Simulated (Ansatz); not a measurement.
**Ir: zone-centre modes under pressure**

Ir, P6_3/mmc, a = 2.721 Å, c = 4.410 Å. This isn't the element's structure at ambient conditions. Ansatz: PBEsol, PAW, 420 eV, Γ-centred 18×18×10 mesh on 2 atoms, Fermi-Dirac smearing 0.15 eV; no spin polarisation. Cell and atoms are relaxed at each pressure with the symmetry kept; optical modes at Γ by linear response, in cm⁻¹, matched by rank (the highest 2 distinct ones).

```
P (GPa) V (Å³/atom)     ω1     ω2
      0       14.142  121.7  200.9
      3       14.032  123.5  205.4
      8       13.860  126.3  212.6
     15       13.638      ?      ?
```

Problem. Get each mode's Grüneisen parameter γ = −d ln ω/d ln V from the other rows and predict the missing frequencies.

Solution. ln(V/V0) = 0.0000, -0.0078, -0.0201, -0.0363; a line through ln(ω/ω0) of the 3 known rows gives ω1: γ = 1.844 (intercept 0.0001), predicted 130.1, computed 130.2; ω2: γ = 2.815, predicted 222.5, computed 222.0. The worst miss is 0.2 %, or 3 % of the shift under pressure, so a constant γ serves at that level. In a metal these frequencies hang on the mesh and smearing.

Spin–orbit coupling is left out, which can shift energies with elements as heavy as these.

Cost: 4 runs of about 4.2 core-minutes in all, on Intel Xeon Platinum 8488C (Sapphire Rapids) (shared hosts).